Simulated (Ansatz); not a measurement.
## ZnS: what the electron mass says about interband coupling

Level of theory: DFT r2SCAN, scalar-relativistic, plane waves, PAW (Ansatz 0.2.0).

Plane waves to 500 eV, a k mesh through Γ of 6×6×2 on the computed 12-atom cell and Gaussian smearing (0.02 eV); no spin polarisation.

Relaxed cell: P6_3mc, a = 3.809 Å, b = 3.809 Å, c = 18.688 Å, α = 90.00°, β = 90.00°, γ = 120.00°, 12 atoms in the primitive cell.

The direct gap at Γ is 2.727 eV, and at Γ the conduction band has a mass of 0.1890 mₑ and the lightest hole 0.1614 mₑ, both along z.

Problem. Use two-band k·p theory to get the Kane energy. As an exercise, what mass follows if the true gap is 1.5 times the computed one (semilocal functionals can miss by more, threefold or worse in zinc and cadmium oxides)?

Solution. Coupling to the valence top alone gives mₑ/m* = 1 + E_P/E_g, so E_P = E_g (mₑ/m* − 1) = 2.727 × (5.29 − 1) = 11.7 eV. The light hole is the mirror band, mₑ/mₗₕ = E_P/E_g − 1, and gives 19.6 eV; the spread shows what other bands add. Fits to experiment give about 15 to 31 eV for common tetrahedral semiconductors; the figure from the electron is a net one, lowered by higher conduction bands, and semilocal functionals tend to give less. With E_P fixed and E_g = 4.09 eV the mass becomes 0.259 mₑ: in this model the mass grows with the gap, in proportion where E_P ≫ E_g, which is why functionals that close gaps give light electrons. A correction that opens the gap also strengthens the coupling, so the true mass usually rises less. Remote bands and spin-orbit splitting are left out of the model.

Cost: 3 runs of about 4.1 core-minutes in all, on Intel Xeon 6975P-C (Granite Rapids) (shared hosts).